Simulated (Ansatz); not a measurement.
All numbers below come from DFT PBE, scalar-relativistic, plane waves, PAW (Ansatz 0.2.0). All cells share a 420 eV cutoff and Γ-centred k meshes spaced at most about 0.3 Å⁻¹ (about 0.25 or finer for metals, 2π included). No spin polarisation in the final relaxations.

All energies are static (0 K, no zero-point motion).

Compare these two cells of In3B2As, each relaxed at this level.

1.

```xyz
6
Lattice="3.7019 0.0000 0.0000 -1.8509 3.2059 0.0000 0.0000 0.0000 9.2065" Properties=species:S:1:pos:R:3 pbc="T T T"
In    0.0000    2.1373    6.5414
In    1.8509    1.0686    2.6651
In    0.0000    0.0000    0.0000
B     0.0000    2.1373    1.3680
B     1.8509    1.0686    7.8384
As    0.0000    0.0000    4.6032
```

2.

```xyz
6
Lattice="6.7533 0.0000 0.0000 -3.3767 5.8485 0.0000 0.0000 0.0000 3.0477" Properties=species:S:1:pos:R:3 pbc="T T T"
In    3.3767    0.0000    1.5238
In   -1.6883    2.9243    1.5238
In    1.6883    2.9243    1.5238
B     0.0000    3.8990    0.0000
B     3.3767    1.9495    0.0000
As    0.0000    0.0000    0.0000
```

Task: Which is lower in energy, and by how much?

Result: Cell 1 is lower, by 200 meV/atom. Cell 1 has space group P-3m1 (No. 164), 18.2 Å³/atom and no gap on its mesh; cell 2 has space group P6/mmm (No. 191), 20.1 Å³/atom and no gap. Counting As or B atoms around In (for each partner element, those within 1.25 times its shortest distance or 1.15 times the sum of covalent radii, where it is the nearest in units of that sum or under 1.3), cell 1 has In 6 and cell 2 has In 4. The denser one is the lower, and pressure would at first widen the difference. Even the lower one lies +0.76 eV/atom against the reference forms of the elements (uncorrected), so neither is stable at this level. Both come from invented guesses.

Cells relaxed within their symmetry can be saddle points.
